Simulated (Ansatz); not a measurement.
The relaxed structure here is a generated cell of Ni: the first start was made by placing the elements on the sites of a structure type, and the end was not matched to a known phase here, so it may be hypothetical. Known forms of Ni include space group No. 225.

A relaxed cell of Ni (Pm-3m (No. 221)), relaxed on a k-mesh at least as fine as the one used below. Calculation: PBE (plane waves to 420 eV, PAW, scalar-relativistic; Ansatz, a quantum-chemistry and plane-wave program). Γ-centred k-mesh 14×7×14 on the run's cell (coarser than for final values), Fermi–Dirac smearing 0.05 eV.

```
CELL_PARAMETERS angstrom
      2.32979     0.00000     0.00000
      0.00000     4.65959     0.00000
      0.00000     0.00000     2.32979
ATOMIC_POSITIONS crystal
  Ni 0.50000 0.25000 0.50000
  Ni 0.50000 0.75000 0.50000
```
Spin-polarised start, with parallel moments on Ni.

The atoms are displaced by (Å):

| atom | ux | uy | uz |
|---|---|---|---|
| Ni1 | 0.091 | -0.128 | -0.052 |
| Ni2 | 0.125 | -0.005 | 0.117 |

Q: What forces (eV/Å) and pressure result?

A: 
```json
[
 {"atom": "Ni1", "Fx": "-0.04", "Fy": "0.90", "Fz": "-0.21"},
 {"atom": "Ni2", "Fx": "0.04", "Fy": "-0.90", "Fz": "0.21"}
]
```

Pressure +1.1 GPa.

The undisplaced cell is probably no minimum: from this displacement the run went on to Fm-3m (No. 225), 0.71 eV/atom below it.

Spin state reached: ferromagnetic (net 0.57 μB/atom), from parallel starting moments; other spin orders were not run from this start.
